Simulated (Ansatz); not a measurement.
InP in space group P4_2/mmc (No. 131; In on 2c, P on 2e) at seven volumes, the program Ansatz at the PBE level (PAW), shape and atoms relaxed at each. One row is withheld.

| V (Å³/atom) | P (GPa) |
|---|---|
| 24.717 | 4.31 |
| 25.532 | 2.53 |
| 26.347 | 1.13 |
| 27.162 | -0.06 |
| 27.977 | -1.09 |
| 28.791 | -1.95 |
| 29.606 | ? |

### Question
Fit the shown pressures and predict the withheld one.

### Answer
P = (3/2)B₀(x^(7/2) − x^(5/2))[1 + (3/4)(B′ − 4)(x − 1)] with x = (V₀/V)^(2/3). Least squares on the six rows gives V₀ = 27.101 Å³/atom, B₀ = 37.2 GPa, B′ = 4.90. At V = 29.606, x = 0.9428 and P = -2.65 GPa. The run itself gave -2.76 GPa.

The cell is a constructed one: a structure type filled with these elements; neither database checked (COD, Materials Project) lists it. It is not the phase usual at ambient conditions (space group No. 216). The PBE relaxation kept the symmetry of its start; whether a distortion lowers the energy is not shown.

Potentials: the later of the program's two PAW sets.
